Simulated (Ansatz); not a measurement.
## ZrB: energy along a strain

ZrB, Fm-3m, a = 4.650 Å (as given, not relaxed at this level: 29.4 GPa). The structure is a COD entry; whether it is the stable form wasn't checked. Ansatz: PBEsol, PAW, 420 eV, Γ-centred 18×18×18 mesh on 2 atoms, Gaussian smearing 0.15 eV; no spin polarisation. Cell vectors (Å): 0.000 2.325 2.325; 2.325 0.000 2.325; 2.325 2.325 0.000. The cell is strained by x per cent times the pattern (0 0 0 0 1 0) in the order xx yy zz yz xz xy (engineering shears), with fractional coordinates held. y is the free energy over the start, V0 = 12.568 Å³/atom. Symmetry makes y even in x.

```
x (%) y (meV/atom)
-6.00             ?
-3.00          2.55
 0.00          0.00
 0.75          0.16
 1.50          0.63
 2.25          1.43
 3.75          4.01
 4.50          5.79
 5.25          7.89
```

Problem. Fit y = c2 x² + c4 x⁴ to the other rows, get the stiffness along the pattern, and predict the missing energy.

Solution. Least squares on the rows shown. y = 0.2830 x² + 0.0001244 x⁴. The clamped-ion stiffness p·C·p = 2 × 2.830 eV × 160.2 / 12.568 Å³ = 72 GPa, which is C55 in these axes (C44 of the cubic crystal) (second derivative at the start, which stands under stress). At x = -6.00 the fit asked for gives 10.35 meV/atom. The run gave 10.30 meV/atom, so the fit is 0.05 meV/atom too high, a small miss on the scale of the series.